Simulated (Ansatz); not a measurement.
## Relaxing an invented AgPdS₂ structure

All numbers below come from DFT PBE, scalar-relativistic, plane waves, PAW (Ansatz). Cutoff 420 eV, Gaussian smearing, Γ-centred meshes. Cell and atoms relax on a converged mesh. In metals the finer mesh still leaves noise of several meV/atom or more. The steps can't lower the symmetry of their start. No spin polarisation in the relaxation; trial moments died out in a coarse test.

A trial structure of AgPdS₂ was built thus: perovskite family, infinite layers (P4/mmm, No. 123) (A site Ag; B site Pd; X site S). The dimensions are guesses.

```cif
data_structure
_symmetry_space_group_name_H-M 'P 1'
_symmetry_Int_Tables_number 1
_cell_length_a 5.1142
_cell_length_b 5.1142
_cell_length_c 2.5824
_cell_angle_alpha 90.000
_cell_angle_beta 90.000
_cell_angle_gamma 90.000
_cell_volume 67.54
loop_
_atom_site_label
_atom_site_type_symbol
_atom_site_fract_x
_atom_site_fract_y
_atom_site_fract_z
_atom_site_occupancy
Ag1 Ag 0.50000 0.50000 0.50000 1
Pd1 Pd 0.00000 0.00000 0.00000 1
S1 S 0.50000 0.00000 0.00000 1
S2 S 0.00000 0.50000 0.00000 1
```

Energies over the elements count from the elements' standard structures at the same level, with no fitted energy shifts.

Question: Where does the relaxation end?

Answer: The symmetry stays P4/mmm (No. 123). The volume per atom grows by 1.4 %, from 16.9 to 17.1 Å³. The shortest distance goes from 2.56 Å (Pd–S) to 2.46 Å (Pd–S). The ratio c/a of the conventional cell changes by a factor of 1.14. Conventional cell: a = 4.916 Å, c = 2.834 Å. Around Ag lie 2 Ag at 2.83 Å and 8 S at 2.84 Å; Pd is surrounded by 4 S at 2.46 Å and 2 Pd at 2.83 Å; around S lie 2 Pd at 2.46 Å, 2 S at 2.83 Å and 4 Ag at 2.84 Å.

```
Ag Pd S
1.0
     4.91621    0.00000    0.00000
     0.00000    4.91621    0.00000
     0.00000    0.00000    2.83415
Ag Pd S
1 1 2
Cartesian
  2.4581 2.4581 1.4171
  0.0000 0.0000 0.0000
  2.4581 0.0000 0.0000
  0.0000 2.4581 0.0000
```

Question: Give its energy and gap.

Answer: The formation energy is +0.12 eV/atom and the gap on the 10×10×18 mesh of the 4-atom cell is 0 eV (a metal).

A positive value: parting into the elements would lower its energy.

The last run used Gaussian smearing of 0.10 eV. An odd number of electrons in the primitive cell allows no gap without spin; a larger cell or a magnetic state could open one. The reference form of S is held partly by dispersion forces, which this level lacks. A structure relaxed within its symmetry needn't be a true minimum. In all, the 2 runs took 2.3 min on 1 thread of Intel(R) Xeon(R) Platinum 8488C (Sapphire Rapids) (shared host).
